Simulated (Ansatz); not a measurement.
## Map of one atom of the cell for TiB2 (AlB2 type, space group P6/mmm)

Relaxed TiB2 (AlB2 type, space group P6/mmm):

```
TiB2
1.0
    3.02469     0.00000     0.00000
   -1.51235     2.61946     0.00000
    0.00000     0.00000     3.22263
Ti B
1 2
Direct
  0.00000   0.00000   0.00000
  0.33333   0.66667   0.50000
  0.66667   0.33333   0.50000
```

In this cell atom 3 (B, nearest neighbour B at 1.746 Å; its periodic images, 3.0 Å or more away, move with it) is moved by u·(1.000, 0.000, 0.000) + v·(0.000, 0.000, 1.000); the rest is frozen.

Computed with r2SCAN (plane waves to 500 eV, PAW, scalar-relativistic; Ansatz, an electronic-structure program). k mesh 14×14×12 (Γ-centred), Fermi-Dirac smearing 0.05 eV. Energies are smeared free energies. Stress and pressure are positive under compression. Points where atoms come too close for the PAW data are left out (x in tables, blank in figures). With partly filled bands, energies and forces of such displacements shift with the k mesh and the smearing. TiB2 is run without spin polarisation. TiB2 was relaxed with its symmetry unable to fall. The zero of ΔE is the undisplaced structure. Axes are in Å.

ΔE (meV/cell), with u across and v down:

| v \ u | -0.440 | -0.220 | 0.000 | 0.220 | 0.440 |
|---|---|---|---|---|---|
| -0.440 | x | 1466 | 971 | 1466 | x |
| -0.220 | 2322 | 724 | 239 | 724 | 2322 |
| 0.000 | 2125 | 487 | 0 | 487 | 2125 |
| 0.220 | 2322 | 724 | 239 | 724 | 2322 |
| 0.440 | x | 1466 | 971 | 1466 | x |

P (GPa), with u across and v down:

```tsv
v \ u	-0.440	-0.220	0.000	0.220	0.440
-0.440	x	17.0	10.7	17.0	x
-0.220	29.5	9.3	2.7	9.3	29.5
0.000	27.3	6.7	0.0	6.7	27.3
0.220	29.5	9.3	2.7	9.3	29.5
0.440	x	17.0	10.7	17.0	x
```

What the scan shows:

Lowest place on the grid: u = 0.000 Å, v = 0.000 Å (0 meV/cell).

(For displaced atoms, the force is minus the slope of the energy, and its curvature is a force constant, which sets phonon frequencies.)
